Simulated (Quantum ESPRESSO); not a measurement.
Simulation results for Mg3ScTa2Mo2 (simulated cell), LiHfZr4ScW (simulated cell)

All values are calculated (Quantum ESPRESSO 7.5). Calculation on a made-up metal alloy cell, not a measurement, with one named mistake planted (healthy values lack it): no spin or spin-orbit, unrelaxed, 2900 K smearing, stress positive in tension, cell energy less the intended atoms' offsets; periodic Kohn-Sham density functional theory in plane waves with PseudoDojo standard norm-conserving scalar-relativistic pseudopotentials, each functional with its own files (v0.5 for PBE, v0.4.1 for LDA and PBEsol), eight atoms on drawn sites of a strained close-packed or body-centred lattice, each displaced and held fixed; the energy is the cell's free energy, ions and the entropy term -TS included, at the stated Fermi-Dirac width, less a fixed offset for each atom's element (shifted free energy); compositions with an open d shell lost a parallel starting moment in a cheaper test run, and other magnetic orders were not tried; an error bar is the largest change of its kind in a tighter rerun, never given below 0.002 eV, 0.02 GPa or 0.003 eV/angstrom, and covers cutoff and k-mesh only, not smearing or the files.

Settings shared by all entries: intended functional pbe; fermi dirac smearing 0.25 eV; intended electrons removed 0; run command mpirun -np 4 pw.x -nk 4 -in in; structure shown the intended cell.

Notes on all entries: heavy elements are run without spin-orbit coupling, which real alloys of them have; a spin test at this wide smearing found no moment, but such smearing suppresses magnetism that the real alloy may have; lattice, volume and sites are drawn at random and may be unstable or far from any real phase; energies are for the whole cell, less offsets fitted to these runs, so they are not formation energies.

(1) 
```cif
# cell vector a (Å): 2.1996 4.3993 2.1996
# cell vector b (Å): 2.1996 -4.3993 2.1996
# cell vector c (Å): 2.1996 0.0000 -6.5989
data_Mg3ScTa2Mo2
_symmetry_space_group_name_H-M 'P 1'
_symmetry_Int_Tables_number 1
_cell_length_a 5.3880
_cell_length_b 5.3880
_cell_length_c 6.9558
_cell_angle_alpha 104.963
_cell_angle_beta 104.963
_cell_angle_gamma 109.472
_cell_volume 170.28
loop_
_atom_site_label
_atom_site_type_symbol
_atom_site_fract_x
_atom_site_fract_y
_atom_site_fract_z
_atom_site_occupancy
Mg1 Mg 0.99622 0.99895 0.99442 1
Mg2 Mg 0.13771 0.61956 0.23987 1
Mo1 Mo 0.25707 0.24664 0.49879 1
Sc1 Sc 0.36098 0.85276 0.73902 1
Mg3 Mg 0.48220 0.47456 0.99941 1
Mo2 Mo 0.63350 0.10644 0.25360 1
Ta1 Ta 0.74317 0.74999 0.49612 1
Ta2 Ta 0.85936 0.38603 0.73110 1
_calc_lattice_type 'face-centred cubic'
_calc_cutoff 1143  # eV
_calc_healthy_entropy_term_negative_ts -1.844  # eV
_calc_healthy_pressure -10.8  # GPa
_calc_healthy_stress_xx 10.61  # GPa
_calc_healthy_stress_yy 11.56  # GPa
_calc_healthy_stress_zz 10.24  # GPa
_calc_healthy_stress_yz -1.39  # GPa
_calc_healthy_stress_xz 1.11  # GPa
_calc_healthy_stress_xy 0.51  # GPa
_calc_fault_kind 'wrong element'
_calc_fault_wrong_element_site 8
_calc_fault_wrong_element 'Au'
_calc_run_processor 'AMD EPYC, Zen 5, virtual cores'
_calc_k_mesh '5 x 5 x 4 shifted half a step off Gamma on each axis'
_calc_healthy_shifted_free_energy 2.029  # eV
_calc_faulty_entropy_term_negative_ts -1.758  # eV
_calc_faulty_pressure -11.04  # GPa
_calc_faulty_stress_xx 11.13  # GPa
_calc_faulty_stress_yy 10.46  # GPa
_calc_faulty_stress_zz 11.51  # GPa
_calc_faulty_stress_yz -1.43  # GPa
_calc_faulty_stress_xz 2.37  # GPa
_calc_faulty_stress_xy -0.41  # GPa
_calc_faulty_shifted_free_energy -2260  # eV
```

Atoms:
```tsv
atoms element	atom site	atom energy offset (eV)
Mg	1	-1616.19
Mg	2	-1616.19
Mo	3	-1911.95
Sc	4	-1317.21
Mg	5	-1616.19
Mo	6	-1911.95
Ta	7	-1771.44
Ta	8	-1771.44
```

Healthy forces:
```tsv
site	x (eV/Å)	y (eV/Å)	z (eV/Å)
1	0.141	-0.019	-0.395
2	-0.118	-0.467	-0.378
3	-0.001	0.093	0.11
4	0.177	0.121	0.279
5	0.239	0.115	0.388
6	1.455	-0.051	-1.323
7	0.057	0.121	0.344
8	-1.95	0.087	0.976
```

Faulty forces:
```tsv
site	x (eV/Å)	y (eV/Å)	z (eV/Å)
1	0.017	0.09	-0.495
2	-0.138	-0.455	-0.326
3	-0.829	-0.109	0.654
4	0.038	0.062	0.103
5	0.253	0.162	0.443
6	1.277	-0.052	-1.197
7	-0.377	0.012	0.802
8	-0.241	0.29	0.016
```

Notes: another functional or element uses other pseudopotential files, so its energy jump is mostly a change of zero; error bars of the healthy run: energy 0.002 eV, stress 0.029 GPa, force 0.012 eV/Å, from a tighter rerun of this or a related cell; 14 SCF iterations, 146 s of wall time on a shared machine.

(2) 
```cif
# cell vector a (Å): -0.0032 -0.0860 -5.1310
# cell vector b (Å): 0.0558 5.6230 0.0923
# cell vector c (Å): 6.3041 0.0644 0.0040
data_LiHfZr4ScW
_symmetry_space_group_name_H-M 'P 1'
_symmetry_Int_Tables_number 1
_cell_length_a 5.1317
_cell_length_b 5.6240
_cell_length_c 6.3044
_cell_angle_alpha 88.846
_cell_angle_beta 90.082
_cell_angle_gamma 91.901
_cell_volume 181.81
loop_
_atom_site_label
_atom_site_type_symbol
_atom_site_fract_x
_atom_site_fract_y
_atom_site_fract_z
_atom_site_occupancy
Hf1 Hf 0.00176 0.00455 0.99774 1
Zr1 Zr 0.99848 0.01219 0.49406 1
W1 W 0.00425 0.50037 0.24976 1
Zr2 Zr 0.01188 0.49608 0.74808 1
Zr3 Zr 0.49620 0.33073 0.99851 1
Sc1 Sc 0.50743 0.32754 0.50111 1
Zr4 Zr 0.49255 0.82605 0.25461 1
Li1 Li 0.50099 0.82624 0.75083 1
_calc_lattice_type 'hexagonal close-packed'
_calc_cutoff 1116  # eV
_calc_healthy_entropy_term_negative_ts -2.189  # eV
_calc_healthy_pressure -4.68  # GPa
_calc_healthy_stress_xx 4.22  # GPa
_calc_healthy_stress_yy 6.18  # GPa
_calc_healthy_stress_zz 3.66  # GPa
_calc_healthy_stress_yz 0.34  # GPa
_calc_healthy_stress_xz 0.11  # GPa
_calc_healthy_stress_xy 0.13  # GPa
_calc_fault_kind 'atoms exchanged'
_calc_fault_first_exchanged_site 7
_calc_fault_second_exchanged_site 8
_calc_run_processor 'Intel Xeon, 2023 or later, virtual cores'
_calc_k_mesh '5 x 4 x 4 shifted half a step off Gamma on each axis'
_calc_healthy_shifted_free_energy 1.033  # eV
_calc_faulty_entropy_term_negative_ts -2.084  # eV
_calc_faulty_pressure -4.49  # GPa
_calc_faulty_stress_xx 4.95  # GPa
_calc_faulty_stress_yy 5.94  # GPa
_calc_faulty_stress_zz 2.59  # GPa
_calc_faulty_stress_yz 0.85  # GPa
_calc_faulty_stress_xz 0.16  # GPa
_calc_faulty_stress_xy 0.41  # GPa
_calc_faulty_shifted_free_energy 1.225  # eV
```

Atoms:
```tsv
atoms element	atom site	atom energy offset (eV)
Hf	1	-1535.13
Zr	2	-1377.61
W	3	-2063.48
Zr	4	-1377.61
Zr	5	-1377.61
Sc	6	-1317.21
Zr	7	-1377.61
Li	8	-195.67
```

Healthy forces:
```tsv
site	x (eV/Å)	y (eV/Å)	z (eV/Å)
1	0.436	-0.169	0.151
2	-0.341	-0.149	-0.051
3	-0.348	0.128	0.02
4	-0.026	0.617	0.117
5	0.805	0.152	-0.278
6	-0.318	0.303	0.04
7	-0.267	-1.043	0.027
8	0.061	0.162	-0.027
```

Faulty forces:
```tsv
site	x (eV/Å)	y (eV/Å)	z (eV/Å)
1	0.433	-0.349	0.132
2	-0.373	-0.309	-0.067
3	-0.347	-0.532	0.027
4	-0.01	0.458	0.295
5	0.949	0.41	-0.318
6	-0.75	0.576	0.002
7	-0.085	-0.2	-0.043
8	0.183	-0.054	-0.028
```

Notes: error bars of the healthy run: energy 0.0023 eV, stress 0.021 GPa, force 0.003 eV/Å, from a tighter rerun of this or a related cell; 18 SCF iterations, 254 s of wall time on a shared machine.
